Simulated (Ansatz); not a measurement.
input.yaml

```yaml
crystal:
  lattice:
    - [4.0097837647, 0.0, 0.0]
    - [0.0, 4.0097837647, 0.0]
    - [0.0, 0.0, 4.0097837647]
  atoms:
    - { symbol: Pt, position: [0.0, 0.5, 0.5] }
    - { symbol: Pt, position: [0.5, 0.0, 0.5] }
    - { symbol: Pt, position: [0.5, 0.5, 0.0] }
    - { symbol: Pb, position: [0.0, 0.0, 0.0] }
basis:
  ecutwfc: 500
kpoints:
  mp_grid: { grid: [10, 10, 10] }
hamiltonian:
  xc: r2scan
scf:
  occupations: { method: gaussian, width: 0.1 }
output:
  forces: true
  stress: true
  eigenvalues: true
```

Run as
```bash
ansatz run input.yaml --threads 1 --pin off --max-ram 2560MiB --backend cpu --events-out ev --progress --plain --runs-dir out
```

Theory: DFT r2SCAN, scalar-relativistic, plane waves, PAW in Ansatz 0.2.0.

From the run's log, abridged:

```
Pseudopotentials: kind: paw
Pseudopotential: Pt, paw, valence charge 18, recommended cutoff 500 eV (meta_gga)
Pseudopotential: Pb, paw, valence charge 14, recommended cutoff 500 eV (meta_gga)
Functional definition: r2SCAN
Crystal: 4 atoms, lattice volume = 64.471 Å³
Basis set: ecut = 500 eV, 1647 PW (Γ), exchange–correlation on 120×120×120 points (64 copies of the dense FFT grid, shifted against one another)
Bands: 41, of which v1, the nominal top of the filled ones, is band 34 counted from 1 (33 counted from 0)
Symmetry: 48 space group operations
Space group: Pm-3m (ITA 221), of the structure as read, at distance tolerance 4.0e-5 Å
k-points: 56 of 1000
Initial density: superposition of atomic densities (neutral atoms: chi_scale 0, normalization atom), corrected by the library's trained network
Initial wavefunctions: pseudopotential atomic-orbital guess
Functional: x = r2scan, c = r2scan; τ floored in thin density (d = 2e-4 eV/Å³)
SCF iter   1: F=—  HF=-49531.530619 eV  |F-HF|=—  |Δ(HF+E_count)|=         —  Δρ=1.68e-2  dr2=1.93e-1  dr2_τ=4.58e-2  ethr=1.77e-3  ⟨swp⟩=6.8  Hψ=9279  notcnv=0  defer=7
SCF iter   2: F=—  HF=-49531.526075 eV  |F-HF|=—  |Δ(HF+E_count)|=   4.54e-3  Δρ=6.24e-3  dr2=2.16e-2  dr2_τ=4.79e-3  ethr=2.83e-4  ⟨swp⟩=2.0  Hψ=3639  notcnv=0  defer=106
SCF iter   3: F=—  HF=-49531.525673 eV  |F-HF|=—  |Δ(HF+E_count)|=   4.01e-4  Δρ=2.09e-3  dr2=1.93e-3  dr2_τ=6.63e-5  ethr=3.17e-5  ⟨swp⟩=2.1  Hψ=2999  notcnv=0  defer=106
SCF iter   4: F=—  HF=-49531.525980 eV  |F-HF|=—  |Δ(HF+E_count)|=   3.06e-4  Δρ=4.65e-4  dr2=1.15e-4  dr2_τ=5.79e-6  ethr=2.84e-6  ⟨swp⟩=2.1  Hψ=3325  notcnv=0  defer=106
SCF iter   5: F=—  HF=-49531.526063 eV  |F-HF|=—  |Δ(HF+E_count)|=   8.32e-5  Δρ=1.42e-4  dr2=1.89e-5  dr2_τ=8.64e-7  ethr=1.68e-7  ⟨swp⟩=2.4  Hψ=3844  notcnv=0  defer=106
SCF iter   6: F=—  HF=-49531.526079 eV  |F-HF|=—  |Δ(HF+E_count)|=   1.59e-5  Δρ=5.18e-5  dr2=1.61e-6  dr2_τ=1.23e-7  ethr=2.78e-8  ⟨swp⟩=2.0  Hψ=3357  notcnv=0  defer=106
SCF iter   7: F=—  HF=-49531.526079 eV  |F-HF|=—  |Δ(HF+E_count)|=   1.03e-7  Δρ=1.56e-5  dr2=1.31e-7  dr2_τ=6.02e-9  ethr=2.37e-9  ⟨swp⟩=2.0  Hψ=3175  notcnv=0  defer=106
SCF iter   8: F=-49531.526079 eV  HF=-49531.526079 eV  |F-HF|=2.72e-9  |Δ(HF+E_count)|=   1.14e-7  Δρ=3.07e-6  dr2=5.03e-9  dr2_τ=3.59e-10  ethr=1.47e-10  ⟨swp⟩=10.6  Hψ=10573  notcnv=0
SCF 1 converged in 8 iterations: F = -49531.526079 eV  dr2 = 5.03e-9
SCF converged after 8 iterations
Free energy (F): -49531.526079 eV
Harris-Foulkes:  -49531.526079 eV  (|F-HF|=2.72e-9)
Internal energy: -49531.520652 eV  (E = F + TS)
E sigma→0 (E₀):  -49531.523366 eV
Entropy (-TS):   -0.005427 eV (-1.357 meV/atom)
Fermi energy:    22.053946 eV
--- Per-component energies (eV) ---
  E_band       = -400.242834
  E_kinetic    = 2218.897242
  E_local      = -5363.241372  (includes V_loc(G=0)·N_el)
  E_nonlocal   = 962.197695
  E_hartree    = 2059.875725
  E_xc         = -960.464706
  E_vxc        = -1161.071932  (∫ρ·V_xc dr)
  E_paw        = -38883.804675  (= ΣΔE_a)
  E_vpaw       = -1252.278998  (= ΣTr[D̂ρ^β])
  E_aug_tail   = 0.000467  (compensation charges beyond the density's cutoff)
  E_vtau       = 75.501442  (kinetic-family band-sum trace: ∫τ·v_τ [+ j·A + Jᵃ·Aᵃ] dr)
  E_ewald      = -9565.252046
  E_core_change = 0.271019  (= ΣΔE_core)
  E_smearing   = -0.005427  (= −TS)
--- Forces (eV/Å), atoms counted from 1 ---
  atom   1  Pt     0.00000000     0.00000000     0.00000000
  atom   2  Pt     0.00000000     0.00000000     0.00000000
  atom   3  Pt     0.00000000     0.00000000     0.00000000
  atom   4  Pb     0.00000000     0.00000000     0.00000000
--- Stress (GPa, compression-positive) ---
       14.064773       0.000000       0.000000
        0.000000      14.064773       0.000000
        0.000000       0.000000      14.064773
  P = ⅓ Tr σ = 14.0648 GPa (140.648 kbar)
--- Band table (eV; the first three rows and the last of 56) ---
  k-point 0: bands = ["-78.3831", "-78.3552", "-78.3552", "-32.1885", "-32.1885", "-32.1885", "-32.0428", "-32.0428", "-32.0428", "-31.9025", "-31.9025", "-31.9025", "3.8288", "3.8288", "3.8886", "3.8886", "3.8886", "8.8872", "14.6294", "16.3047", "16.3047", "16.3047", "16.3982", "16.3982", "19.4454", "19.4454", "19.4454", "20.7079", "20.7079", "20.9964", "20.9964", "20.9964", "21.5615", "22.1948", "22.1948", "22.1948", "24.1194", "28.8887", "28.8887", "30.5034", "30.5034"]
  k-point 1: bands = ["-78.3825", "-78.3558", "-78.3552", "-32.1847", "-32.1847", "-32.1824", "-32.0438", "-32.0438", "-32.0431", "-31.9094", "-31.9054", "-31.9054", "3.8345", "3.8417", "3.8898", "3.8939", "3.8939", "9.0025", "14.7033", "16.2881", "16.3237", "16.3361", "16.3361", "16.4903", "19.1511", "19.1511", "19.3979", "20.1728", "20.6958", "20.7839", "20.9967", "20.9967", "21.4486", "22.1951", "22.4972", "22.4972", "24.5492", "28.7538", "28.8255", "30.5821", "30.5821"]
  k-point 2: bands = ["-78.3808", "-78.3575", "-78.3552", "-32.1740", "-32.1740", "-32.1648", "-32.0472", "-32.0472", "-32.0438", "-31.9290", "-31.9130", "-31.9130", "3.8493", "3.8755", "3.8930", "3.9079", "3.9079", "9.3408", "14.8636", "15.9286", "16.3758", "16.4128", "16.4128", "16.7594", "18.6728", "18.6728", "19.2080", "19.2721", "20.4683", "20.6349", "20.6897", "20.6897", "21.1472", "22.1961", "23.3831", "23.3831", "24.6536", "28.6564", "29.3618", "30.4329", "30.4330"]
  k-point 55: bands = ["-78.3644", "-78.3644", "-78.3644", "-32.2405", "-32.1839", "-32.1839", "-32.1839", "-31.9467", "-31.9467", "-31.9467", "-31.8937", "-31.8937", "3.8325", "3.8325", "3.8325", "4.0209", "4.0209", "11.1029", "15.6496", "15.6496", "15.6496", "17.8930", "17.8930", "17.8930", "18.6692", "18.6692", "18.6692", "19.4138", "19.4138", "19.4138", "19.9386", "19.9386", "21.3703", "21.6990", "21.6990", "21.6990", "22.2456", "26.0360", "26.0360", "26.0360", "34.9033"]
```

The run converged.

The run took 16 s on 1 thread of Arm Neoverse V2, on a shared host, peak memory 0.53 GiB.

Spin–orbit coupling is left out, which can shift energies with elements as heavy as these.